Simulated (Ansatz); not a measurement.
C (graphite type, space group P6_3/mmc)

```cif
data_C4
_chemical_formula_sum 'C4'
_space_group_name_H-M_alt 'P63/mmc'
_space_group_IT_number 194
_space_group_name_Hall '-P 6c 2c'
_cell_length_a 2.46500
_cell_length_b 2.46500
_cell_length_c 6.73046
_cell_angle_alpha 90.000
_cell_angle_beta 90.000
_cell_angle_gamma 120.000
loop_
_atom_site_label
_atom_site_type_symbol
_atom_site_symmetry_multiplicity
_atom_site_Wyckoff_symbol
_atom_site_fract_x
_atom_site_fract_y
_atom_site_fract_z
_atom_site_occupancy
C1 C 2 b 0.00000 0.00000 0.25000 1
C2 C 2 c 0.33333 0.66667 0.25000 1
```

The volume is varied about the relaxed value V₀ at fixed cell shape. Symmetry pins the atoms to their sites.

All values below come from PBE-D3(BJ) (plane waves to 420 eV, PAW, scalar-relativistic; Ansatz, a first-principles code). k mesh 15×15×5 (Γ-centred), Fermi-Dirac smearing 0.05 eV. E stands for the smeared free energy. With the shape held, the modulus is that of even scaling; a crystal free to change shape is softer. C was relaxed with its symmetry unable to fall. The zero of ΔE is the relaxed starting cell. The last digit holds for this mesh only.

```json
[
 {"V (Å³/atom)": "7.438", "ΔE (meV/atom)": "270.6"},
 {"V (Å³/atom)": "7.721", "ΔE (meV/atom)": "165.3"},
 {"V (Å³/atom)": "8.004", "ΔE (meV/atom)": "88.4"},
 {"V (Å³/atom)": "8.288", "ΔE (meV/atom)": "37.2"},
 {"V (Å³/atom)": "8.571", "ΔE (meV/atom)": "8.8"},
 {"V (Å³/atom)": "8.854", "ΔE (meV/atom)": "0.0"},
 {"V (Å³/atom)": "9.138", "ΔE (meV/atom)": "7.9"},
 {"V (Å³/atom)": "9.421", "ΔE (meV/atom)": "29.9"},
 {"V (Å³/atom)": "9.704", "ΔE (meV/atom)": "64.0"},
 {"V (Å³/atom)": "9.988", "ΔE (meV/atom)": "108.4"},
 {"V (Å³/atom)": "10.271", "ΔE (meV/atom)": "161.6"}
]
```

Q: What is the fitted pressure derivative B₀′?

A: 3.6.

Q: What bulk modulus at fixed cell shape B₀ follows from a third-order Birch-Murnaghan fit?

A: 291 GPa. Check by three points about V = 8.854 Å³/atom, step 0.567: d²E/dV² ≈ (37 − 2·0 + 30) meV / 0.567² = 0.209 eV/Å⁶, and V·d²E/dV² × 160.2 = 296 GPa.

(A scan under strain: stresses follow from slopes of the energy per volume, elastic moduli from its curvatures.)
